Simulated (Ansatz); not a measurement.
VBr2O:
```
CELL_PARAMETERS angstrom
      6.69814     1.82501     0.00000
     -6.69814     1.82501     0.00000
     -0.95916     0.00000     3.45465
ATOMIC_POSITIONS crystal
  V  0.00000 0.00000 0.00000
  Br 0.36265 0.63735 0.86275
  Br 0.63735 0.36265 0.13725
  O  0.00000 0.00000 0.50000
```
The run is spin-polarised; directions of the spins, atom by atom: ↑ 0 0 0.

This is the r²SCAN+D4-relaxed structure.

Task: All from the program Ansatz at the r²SCAN+D4 level (PAW), unless another level is named. Predict the hole effective mass.

Result: 0.77, 1.2, 2.1 mₑ (principal values).

Task: What about the band gap?

Result: 0.13 eV (indirect).

Task: Predict the smallest direct gap on the standard path.

Result: 0.40 eV.

Task: Predict the formation energy from the elements (no fitted shifts).

Result: -1.60 eV/atom.

Space group Immm. The workflow started from a Materials Project entry (that database holds measured and hypothetical structures alike); the Crystallography Open Database copy checked does not list it. Whether it is the stable phase at ambient conditions was not checked. Symmetry was held in the r²SCAN+D4 relaxation; whether a distortion lowers the energy is not shown. Spin order of the final state: ferromagnetic, the only order run, not a proven ground state. The cell computed holds one magnetic atom, so no antiferromagnetic order was within reach. Other orbital occupations within this spin state were not tried. No Hubbard U is applied. The references are the lowest solids computed at this level, not always the standard phases (solids in place of the gases). Spin–orbit coupling is left out wherever it is not named.

Potentials: the later of the program's two PAW sets.
